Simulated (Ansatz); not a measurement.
KSe$_{3}$Cl, a known structure type with other elements, at an estimated volume

```
K Cl Se
1.0
     2.48455   -5.80669    0.00000
     2.48455   -2.37180   -5.30021
     5.54318    5.80669    0.00000
K Cl Se
2 2 6
Direct
  0.71200 0.64400 0.06800
  0.28800 0.35600 0.93200
  0.32200 0.83900 0.48300
  0.67800 0.16100 0.51700
  0.75000 0.77000 0.66000
  0.14000 0.09000 0.66000
  0.43000 0.48000 0.66000
  0.25000 0.23000 0.34000
  0.86000 0.91000 0.34000
  0.57000 0.52000 0.34000
```

Single point in Ansatz 0.2.0 with r2SCAN, no spin polarisation. Cutoff 500 eV, PAW datasets, 6×6×6 Γ-centred k mesh, fermi-dirac filling (width 0.1 eV).

**Band edges.** Within 0.7 eV of the edges, the states project mainly on Se p (91 %) below the gap and on Se p (63 %) and Cl p (25 %) above it.
**Formation energy.** 0.73 eV an atom against the elements' usual phases (free molecules for gases, crystals otherwise, with no correction for O₂ or N₂), so at this geometry it isn't bound against them. Relaxing would lower it.
**Contacts.** Cl–Se at 2.31 Å: least valence density 0.68 e/Å³ and ELF 0.60 there. K–Se at 2.90 Å: least valence density 0.16 e/Å³ and ELF 0.08 there, a closed-shell (ionic or weak) contact. These are pseudo-fields; inside the PAW spheres they differ from the all-electron ones.
**Electronic structure.** The gap is 0.65 eV, indirect (the least direct gap found is 0.82 eV).
**Charges.** Bader charges in e: K +0.76, Se -0.22, Cl -0.09. In the mean K gives up most and Se takes most.

Origin: a known structure type with other elements, at an estimated volume, so it need not be a known compound. Caveats: atoms or cell far from equilibrium.
